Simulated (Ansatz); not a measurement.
Data:

SiBCN:
```xyz
4
Lattice="2.8617 0.0000 0.0000 -1.4308 2.4783 0.0000 0.0000 0.0000 4.6350" Properties=species:S:1:pos:R:3 pbc="T T T"
B      0.0000     1.6522     2.2777
Si     1.4308     0.8261     0.0080
C      0.0000     1.6522     0.6762
N      1.4308     0.8261     2.8318
```

This is the PBEsol-relaxed structure.

Q: All from PBEsol (plane waves, PAW; program Ansatz), unless another level is named. Estimate the highest zone-centre frequency (without LO–TO term).

A: 1010 cm^-1.

Q: And the zero-point energy?

A: 119.6 meV/atom.

Q: Give the Poisson's ratio.

A: 0.20.

Space group P3m1. The start of the workflow was typed in or built on a structure type; neither database checked (COD, Materials Project) lists it. Its standing as an ambient phase is unchecked. Symmetry was held in the PBEsol relaxation; its stability against distortions is not shown here. The volume moved by -19 % from the start of the relaxation.

Potentials: the earlier of the program's two PAW sets. The files were generated under PBE; for other functionals the program regenerates the frozen cores, and for LDA and PBEsol the local potential too.
